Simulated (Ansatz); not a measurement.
Pd:
```cif
data_Pd2
_chemical_formula_sum 'Pd2'
_space_group_name_H-M_alt 'P63/mmc'
_space_group_IT_number 194
_space_group_name_Hall '-P 6c 2c'
_cell_length_a 2.74937
_cell_length_b 2.74937
_cell_length_c 4.59298
_cell_angle_alpha 90.000
_cell_angle_beta 90.000
_cell_angle_gamma 120.000
loop_
_atom_site_label
_atom_site_type_symbol
_atom_site_symmetry_multiplicity
_atom_site_Wyckoff_symbol
_atom_site_fract_x
_atom_site_fract_y
_atom_site_fract_z
_atom_site_occupancy
Pd1 Pd 2 c 0.33333 0.66667 0.25000 1
```
The run is spin-polarised, in the one order tried: ferromagnetic.

Relaxed at zero pressure with plane-wave PAW r²SCAN (Ansatz code).

Task: The volume is raised by 6 % and shape and atoms relax at that volume. What pressure results, and how do the axes share the change?

Result: -9.0 GPa; a 1.8 %, b 1.8 %, c 2.3 %; the energy rises by 27 meV/atom.

Task: Give the new structure.

Result: 
Space group P6₃/mmc (No. 194); a = 2.7988 Å, b = 2.7988 Å, c = 4.6982 Å, α = 90.00°, β = 90.00°, γ = 120.00°

| atom | site | symmetry | x | y | z |
|---|---|---|---|---|---|
| Pd | 2c | -6m2 | 0.3333 | 0.6667 | 0.2500 |

The phase is kept; no other phase was compared at this pressure.

Space group P6_3/mmc (hcp (Mg type)). The workflow started from a Materials Project entry (that database holds measured and hypothetical structures alike); the Crystallography Open Database copy checked does not list it. It is not the phase usual at ambient conditions (space group No. 225). The cell was relaxed with r²SCAN under the symmetry of its start; whether a distortion lowers the energy is not shown. The final state is ferromagnetic, the only order run, not a proven ground state. Other orbital occupations within this spin state were not tried. Axis ratios of metals converge slowly with the k-mesh, so a and c are less sure than the volume.

Potentials: the later of the program's two PAW sets.
